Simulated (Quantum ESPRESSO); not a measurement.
## One change at a time to Mo2Nb4RuSc

All numbers below are calculated, not measured. They come from Quantum ESPRESSO 7.5, a public plane-wave density functional program. Each row is one single-point run on a made-up periodic cell of eight metal atoms, with elements, volume, strain and displacements drawn at random and not relaxed, so a cell may be unstable or far from any real phase. There is no spin polarisation or spin-orbit coupling.

Settings: PBE unless stated; PseudoDojo standard norm-conserving files; Fermi-Dirac width 0.25 eV, which means electrons at about 2900 K; cutoff 1143 eV; 5 x 5 x 5 k mesh shifted half a step off Gamma. E is the free energy of the whole cell (internal energy minus TS), so a -TS column is already part of it. Stress is positive in tension, and the pressure P is minus a third of its trace.

Checks: one run of this series was repeated at a higher cutoff and on a denser mesh, which moved values by no more than 0.004 eV, 0.03 GPa and 0.004 eV/Å, and a second program with other atomic files agreed on it to 2 % rms in force and 0.5 GPa in pressure. Known limits: heavy elements are run without spin-orbit coupling, which real alloys of them have; a spin test at this wide smearing found no moment, but such smearing suppresses magnetism that the real alloy may have.

The lattice is hexagonal close-packed, and the cell vectors in Å are (3.049, 0.038, 4.932); (2.941, 0.005, -4.867); (-2.958, 5.109, -0.015), a volume of 150.55 Å³ in run 1. The elements on sites 1 to 8 are Mo Nb Nb Ru Mo Nb Sc Nb. Each later run makes one change to run 1 and keeps the rest. E is counted from run 1, and is n/a where other atomic files have another zero of energy.

```
run,change,V (Å³),P (GPa),-TS (eV),rms force (eV/Å),largest change of a force component (eV/Å),E (eV)
1,none,150.55,-8.45,-2.361,0.426,0.000,0.000
2,sites 5 and 6 exchanged,150.55,-8.39,-2.374,0.473,0.432,-0.072
3,all lengths scaled by +1.07 %,155.44,-12.27,-2.447,0.392,0.084,0.317
4,PBEsol in place of PBE,150.55,-13.88,-2.358,0.414,0.057,n/a
5,Pt on site 5,150.55,-10.39,-2.143,0.443,0.456,n/a
6,site 7 moved by -0.18 Å along x,150.55,-8.40,-2.325,0.472,1.141,?
```

## Worked estimate

Along the move dE = -F dx. The force on site 7 along x is -0.615 eV/Å in run 1 and 0.527 eV/Å in run 6, and the move is -0.18 Å, so the mean force times the move gives an estimate.

## Withheld value

Question: what E should run 6 give?

The estimate is -0.008 eV. The calculation gave -0.010 eV.
